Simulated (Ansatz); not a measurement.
Cu Kα1 powder pattern (kinematic, no thermal factors).
2θ (°) (relative intensity): 17.50 (2), 22.19 (1), 27.27 (100), 28.41 (2), 35.44 (1), 36.34 (2), 45.28 (24), 45.29 (48), 53.66 (29), 53.69 (14), 65.96 (7), 66.00 (4), 72.77 (5), 72.79 (11), 83.63 (15), 83.66 (8)

The pattern is computed from a structure relaxed with DFT PBE, scalar-relativistic, plane waves, PAW (Ansatz). No spin polarisation. Its elements are S, Se, Zn.

Give the structure.

Zn4Se3S.
Space group I-42m (No. 121). a = 5.660 Å, b = 5.660 Å, c = 11.314 Å, α = 90.00°, β = 90.00°, γ = 90.00°
```tsv
atom	site	symmetry	x	y	z
Zn	8i	..m	0.2584	0.7416	0.1217
Se	4d	-4..	0.0000	0.5000	0.2500
Se	2a	-42m	0.0000	0.0000	0.0000
S	2b	-42m	0.5000	0.5000	0.0000
```

A pattern alone doesn't exclude other cells with like lines; this is the one computed.

The cell was found from a structure generator's guess, not taken from experiment.
